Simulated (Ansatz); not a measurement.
ZrC (rock salt)

```yaml
crystal:
  lattice:
    - [0.00000, 2.33447, 2.33447]
    - [2.33447, 0.00000, 2.33447]
    - [2.33447, 2.33447, 0.00000]
  atoms:
    - { symbol: C, position: [0.00000, 0.00000, 0.00000] }
    - { symbol: Zr, position: [0.50000, 0.50000, 0.50000] }
```

The relaxed cell is deformed in two ways at once: its volume V is scaled, and at that volume it is stretched along z (the c axis of the conventional cell) so that c/a changes. Fractional atomic positions are held.

The numbers are results of PBEsol (plane waves to 420 eV, PAW, scalar-relativistic; Ansatz, a program for electronic structure), not measurements. k mesh 17×17×17 (Γ-centred), Fermi-Dirac smearing 0.05 eV. Stress and pressure are positive under compression. With partly filled bands, the response to shear is sensitive to the k mesh, so small differences along c/a are uncertain. ZrC is run without spin polarisation. ZrC was relaxed with its symmetry unable to fall. 

### Question
Give the computed σzz − σxx (GPa) at all points of the grid V/V₀ = 0.920, 0.960, 1.000, 1.040, 1.080 by (c/a)/(c/a)₀ = 0.920, 0.960, 1.000, 1.040, 1.080.

### Answer
σzz − σxx (GPa), with V/V₀ across and (c/a)/(c/a)₀ down:

| (c/a)/(c/a)₀ \ V/V₀ | 0.920 | 0.960 | 1.000 | 1.040 | 1.080 |
|---|---|---|---|---|---|
| 0.920 | 50.3 | 43.2 | 36.9 | 31.3 | 26.4 |
| 0.960 | 23.3 | 19.8 | 16.8 | 14.1 | 11.8 |
| 1.000 | 0.0 | 0.0 | 0.0 | 0.0 | 0.0 |
| 1.040 | -20.7 | -17.4 | -14.6 | -12.1 | -10.0 |
| 1.080 | -39.6 | -33.3 | -27.8 | -22.9 | -18.7 |

(Under strain, the slope of the energy per volume gives the stress and its curvature an elastic modulus.)
